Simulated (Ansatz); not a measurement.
AlP:
```
CELL_PARAMETERS angstrom
      3.82091     0.00000     0.00000
     -1.91045     3.30900     0.00000
      0.00000     0.00000     8.63292
ATOMIC_POSITIONS crystal
  Al 0.00000 0.49982 0.66667
  Al 0.50018 0.50018 0.00000
  Al 0.49982 0.00000 0.33333
  P  0.00000 0.49989 0.16667
  P  0.50011 0.50011 0.50000
  P  0.49989 0.00000 0.83333
```

Cartesian axes are those of the cell as given.

Q: Give the high-frequency dielectric tensor and the Born effective charge tensors of the independent atoms from DFPT, PBEsol (plane waves, PAW; program Ansatz).

A: 
ε∞:
```
12.6  0.00  0.00
0.00  12.6  0.00
0.00  0.00  14.0
```
Z* of atom 1 (Al), rows: field, columns: displacement, in e:
```
2.97  0.41  0.00
0.41  2.50  0.00
0.00  0.00  2.64
```
Z* of atom 4 (P), rows: field, columns: displacement, in e:
```
-2.90  -0.30   0.00
-0.30  -2.56   0.00
 0.00   0.00  -2.64
```

Space group P6_422. The start of the workflow was typed in or built on a structure type; neither database checked (COD, Materials Project) lists it. It is not the phase usual at ambient conditions (space group No. 216). Symmetry was held in the PBEsol relaxation; its stability against distortions is not shown here.

Potentials: the earlier of the program's two PAW sets. The files were generated under PBE; for other functionals the program regenerates the frozen cores, and for LDA and PBEsol the local potential too.
